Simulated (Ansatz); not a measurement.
SrLi₂SnS₄:
```xyz
8
Lattice="-3.2864 3.2864 3.8558 3.2864 -3.2864 3.8558 3.2864 3.2864 -3.8558" Properties=species:S:1:pos:R:3 pbc="T T T"
Sn     0.0000     0.0000     0.0000
Sr     0.0000     0.0000     3.8558
Li     3.2864     0.0000     1.9279
Li     0.0000     3.2864     1.9279
S      1.3796     1.3796    -1.3678
S     -1.9069     1.9069     5.2236
S      1.9069     1.9069     2.4880
S      1.9069    -1.9069     5.2236
```

Cartesian axes are those of the cell as given.

Q: Give the high-frequency dielectric tensor and the Born effective charge tensors of the independent atoms from DFPT, LDA in the plane-wave PAW code Ansatz.

A: 
ε∞:
```
5.65  0.00  0.00
0.00  5.65  0.00
0.00  0.00  5.41
```
Z* of atom 1 (Sn), rows: field, columns: displacement, in e:
```
2.96  0.00  0.00
0.00  2.96  0.00
0.00  0.00  3.38
```
Z* of atom 2 (Sr), rows: field, columns: displacement, in e:
```
2.47  0.00  0.00
0.00  2.47  0.00
0.00  0.00  2.75
```
Z* of atom 3 (Li), rows: field, columns: displacement, in e:
```
 1.23   0.26   0.00
-0.26   1.23   0.00
 0.00   0.00   0.66
```
Z* of atom 5 (S), rows: field, columns: displacement, in e:
```
-1.97  -0.30  -0.01
-0.30  -1.97  -0.01
 0.07   0.07  -1.86
```

Space group I-42m. The workflow started from an entry of the Crystallography Open Database (COD, 296 K). Whether it is the stable phase at ambient conditions was not checked. The LDA relaxation kept the symmetry of its start; whether a distortion lowers the energy is not shown. Spin–orbit coupling is left out wherever it is not named.

Potentials: the later of the program's two PAW sets.
